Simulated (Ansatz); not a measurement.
MgO$_{2}$:
```xyz
12
Lattice="4.8411 0.0000 0.0000 0.0000 4.8411 0.0000 0.0000 0.0000 4.8411" Properties=species:S:1:pos:R:3 pbc="T T T"
Mg     0.0000     2.4205     2.4205
Mg     2.4205     2.4205     0.0000
Mg     2.4205     0.0000     2.4205
Mg     0.0000     0.0000     0.0000
O      1.9927     0.4278     4.4133
O      2.8483     4.4133     0.4278
O      0.4278     4.4133     1.9927
O      4.4133     0.4278     2.8483
O      4.4133     1.9927     0.4278
O      0.4278     2.8483     4.4133
O      2.8483     2.8483     2.8483
O      1.9927     1.9927     1.9927
```

Relaxed with PBEsol. Special points in fractions of this cell's reciprocal vectors: Γ (0.000, 0.000, 0.000); X (0.000, 0.500, 0.000); M (0.500, 0.500, 0.000); R (0.500, 0.500, 0.500); X1 (0.500, 0.000, 0.000).

List the band energies nearest the valence-band maximum at these points for PBEsol (plane waves, PAW; program Ansatz).

In eV from the valence-band maximum; about four levels below and three above (degenerate sets whole), none deeper than 8.9 eV; points with the same levels are listed once.

```
k                        below                above
-  ---------------------------  -------------------
Γ  -0.50 -0.50 -0.50 0.00 0.00       4.66 4.66 4.66
X      -0.72 -0.72 -0.13 -0.13  4.04 4.04 4.52 4.52
M      -0.50 -0.50 -0.50 -0.50  4.27 4.27 4.27 4.27
R      -0.56 -0.56 -0.56 -0.56  4.60 4.60 4.60 4.60
```

Space group Pa-3. The first step of the workflow began from a Materials Project structure, measured or hypothetical; the Crystallography Open Database copy checked does not list it. Whether it is the stable phase at ambient conditions was not checked. Symmetry was held in the PBEsol relaxation; whether a distortion lowers the energy is not shown.

Potentials: the later of the program's two PAW sets.
